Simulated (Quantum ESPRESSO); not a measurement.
# Band energies of InSb

```xyz
2
Lattice="0.0000 3.2617 3.2617 3.2617 0.0000 3.2617 3.2617 3.2617 0.0000" Properties=species:S:1:pos:R:3 pbc="T T T"
In     0.0000     0.0000     0.0000
Sb     4.8926     4.8926     4.8926
```

PBEsol (Quantum ESPRESSO, PseudoDojo norm-conserving, 80 Ry, with spin-orbit coupling); path ΓXWKΓLUWLK,UX; energies in eV from the Fermi level.

```
k (1/Å)  point  band 28  band 29  band 30  band 31  band 32  band 33  band 34  band 35
-------  -----  -------  -------  -------  -------  -------  -------  -------  -------
0.00         Γ     0.00     0.00     0.00     2.41     2.41     2.84     2.84     2.84
0.32              -0.94     1.53     1.53     2.06     2.06     3.92     3.92     3.99
0.64              -1.99     1.01     1.01     1.83     1.83     6.01     6.01     6.17
0.96         X    -2.37     1.04     1.04     1.06     1.06     7.63     7.63     7.77
1.32              -2.80     2.48     2.71     2.76     2.79     4.89     5.01     5.21
1.44         W    -2.86     2.95     3.34     3.67     3.72     3.76     4.01     4.64
1.79         K    -2.10     1.31     1.33     3.31     3.44     5.86     5.87     6.14
2.09              -1.37     1.65     1.74     4.05     4.31     4.38     4.40     4.46
2.40              -0.59     1.27     1.40     3.08     3.20     3.26     3.28     4.19
2.70              -0.08     0.33     0.36     2.49     2.51     2.84     2.85     2.95
2.81         Γ     0.00     0.00     0.00     2.41     2.41     2.84     2.84     2.84
3.02              -0.21     0.60     0.60     2.81     2.81     3.07     3.07     3.13
3.43              -0.89     0.29     0.29     3.44     3.44     3.66     3.66     5.73
3.64         L    -1.00     0.20     0.20     3.44     3.44     3.64     3.64     5.75
3.76              -1.22     0.63     0.69     3.39     3.39     3.72     3.72     5.96
4.11              -1.94     1.42     1.46     3.83     4.05     5.17     5.34     5.55
4.23         U    -2.10     1.31     1.33     3.31     3.44     5.86     5.87     6.14
4.46              -2.65     2.44     2.58     3.39     3.52     4.51     4.63     4.99
4.57         W    -2.86     2.95     3.34     3.67     3.72     3.76     4.01     4.64
4.77              -2.31     2.45     2.65     3.31     3.40     4.39     4.57     5.31
5.16              -1.17     0.51     0.57     3.41     3.41     3.68     3.69     5.91
5.25         L    -1.00     0.20     0.20     3.44     3.44     3.64     3.64     5.75
5.42              -1.32     0.92     0.99     3.32     3.33     3.87     3.87     6.06
5.67              -1.85     1.47     1.51     3.85     4.07     5.04     5.18     5.30
5.84         K    -2.10     1.31     1.33     3.31     3.44     5.86     5.87     6.14
5.84         U    -2.10     1.31     1.33     3.31     3.44     5.86     5.87     6.14
6.18         X    -2.37     1.04     1.04     1.06     1.06     7.63     7.63     7.77
```

At this level the gap is closed or nearly so: along the path the highest valence and lowest conduction bands touch, or overlap by less than 0.6 eV, a zero-gap or semimetallic result; the valence top lies at Γ, the conduction bottom at Γ. Semilocal functionals close the gaps of some narrow-gap semiconductors, so this alone doesn't show that the compound has none.

Geometry relaxed with PBEsol.
